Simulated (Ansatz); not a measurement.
SiNi (rock salt, Fm-3m) at seven volumes, PBE (plane waves, PAW; program Ansatz), scaled uniformly. One row is withheld.

| V (Å³/atom) | P (GPa) |
|---|---|
| 12.115 | 16.41 |
| 12.514 | ? |
| 12.913 | 4.59 |
| 13.313 | 0.00 |
| 13.712 | -3.89 |
| 14.112 | -7.19 |
| 14.511 | -9.98 |

Question: Fit the shown pressures and predict the withheld one.

Answer: P = (3/2)B₀(x^(7/2) − x^(5/2))[1 + (3/4)(B′ − 4)(x − 1)] with x = (V₀/V)^(2/3). Least squares on the six rows gives V₀ = 13.313 Å³/atom, B₀ = 141 GPa, B′ = 4.52. At V = 12.514, x = 1.0421 and P = 10.04 GPa. The run itself gave 10.01 GPa.

A made-up cell: these elements were put on the sites of a structure type; neither database checked (COD, Materials Project) lists it. It is not the phase usual at ambient conditions (space group No. 62). The cell was relaxed with PBE under the symmetry of its start; its stability against distortions is not shown here. The workflow began spin-polarised and lost its moments.

Potentials: the later of the program's two PAW sets.
